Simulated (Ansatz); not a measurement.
These are results of DFT PBE, scalar-relativistic, plane waves, PAW, and for the lanthanide a 4f-in-core norm-conserving potential, in Ansatz 0.2.0, not measurements. All cells share a 660 eV cutoff and Γ-centred k meshes spaced about 0.3 Å⁻¹ or finer (0.25 for metals, 2π included). No spin polarisation in the final relaxations.

Temperature and zero-point effects are left out. All come from trial cells, and lower structures may exist.

Question: These unrelaxed guesses for NdMo are each relaxed within their symmetry. Order them by the energy at which they end, lowest first.
A.

```xyz
4
Lattice="3.7261 0.0000 0.0000 -1.8631 3.2269 0.0000 0.0000 0.0000 8.6040" Properties=species:S:1:pos:R:3 pbc="T T T"
Nd    0.0000    0.0000    2.5631
Nd    0.0000    0.0000    6.0409
Mo    0.0000    2.1513    4.3020
Mo    1.8631    1.0756    4.3020
```

B.

```xyz
4
Lattice="2.3236 1.3415 5.1316 -2.3236 1.3415 5.1316 0.0000 -2.6831 5.1316" Properties=species:S:1:pos:R:3 pbc="T T T"
Nd    0.0000    0.0000    2.3322
Nd    0.0000    0.0000   13.0627
Mo    0.0000    0.0000   10.5242
Mo    0.0000    0.0000    4.8707
```

C.

```xyz
4
Lattice="3.4237 -3.9943 0.0000 3.4237 3.9943 0.0000 0.0000 0.0000 3.3061" Properties=species:S:1:pos:R:3 pbc="T T T"
Nd    1.9173    0.0000    0.0000
Nd    4.9302    0.0000    0.0000
Mo    3.4237   -2.2368    1.6530
Mo    3.4237    2.2368    1.6530
```

Answer: B (ends in R-3m, 0 meV/atom), A (ends in P6/mmm, 130 meV/atom), C (ends in Cmmm, 140 meV/atom). Even the lowest end lies +0.33 eV/atom against the elements.

The k mesh leaves some 4 meV/atom of noise in the energy of each metallic cell. With atoms moved at random, R-3m came back. Without a clear test, and held by symmetry: P6/mmm and Cmmm. Some types were kept out of the candidates beforehand, so the set may lack a known form.

The lanthanide is trivalent by construction, without f bands, f moments or other valences. The reference runs of the other elements, and any phases without the lanthanide, used 420 eV, which shifts energies against them by under 10 meV/atom. The lanthanide's reference is the lowest of its hcp, dhcp and fcc cells.
